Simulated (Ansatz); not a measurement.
Input:

LaNi2Ge2:
```cif
data_Ge2LaNi2
_chemical_formula_sum 'La1 Ni2 Ge2'
_space_group_name_H-M_alt 'P 1'
_space_group_IT_number 1
_cell_length_a 5.76705
_cell_length_b 5.76705
_cell_length_c 5.76705
_cell_angle_alpha 137.465
_cell_angle_beta 137.465
_cell_angle_gamma 61.724
loop_
_space_group_symop_operation_xyz
  'x, y, z'
loop_
_atom_site_label
_atom_site_type_symbol
_atom_site_fract_x
_atom_site_fract_y
_atom_site_fract_z
_atom_site_occupancy
La1 La 0.00000 0.00000 0.00000 1
Ni1 Ni 0.25000 0.75000 0.50000 1
Ni2 Ni 0.75000 0.25000 0.50000 1
Ge1 Ge 0.63627 0.63627 0.00000 1
Ge2 Ge 0.36373 0.36373 0.00000 1
```

This is the r²SCAN-relaxed structure.

Task: All from DFT-r²SCAN in the program Ansatz with PAW potentials, unless another level is named. Give the electronic character.

Result: metallic (no gap).

Task: Predict the formation energy from the elements (no fitted shifts).

Result: -0.70 eV/atom.

Task: And the density of states at the Fermi level?

Result: 0.81 states/eV per atom (mean over ±0.08 eV).

Space group I4/mmm. The workflow started from a Materials Project entry (that database holds measured and hypothetical structures alike); the Crystallography Open Database copy checked does not list it. Whether it is the stable phase at ambient conditions was not checked. Symmetry was held in the r²SCAN relaxation; its stability against distortions is not shown here. The run is not spin-polarised. The references are the lowest solids computed at this level, not always the standard phases. Scalar-relativistic: spin–orbit coupling is off unless named, which matters more the heavier the elements.

Potentials: the earlier of the program's two PAW sets.
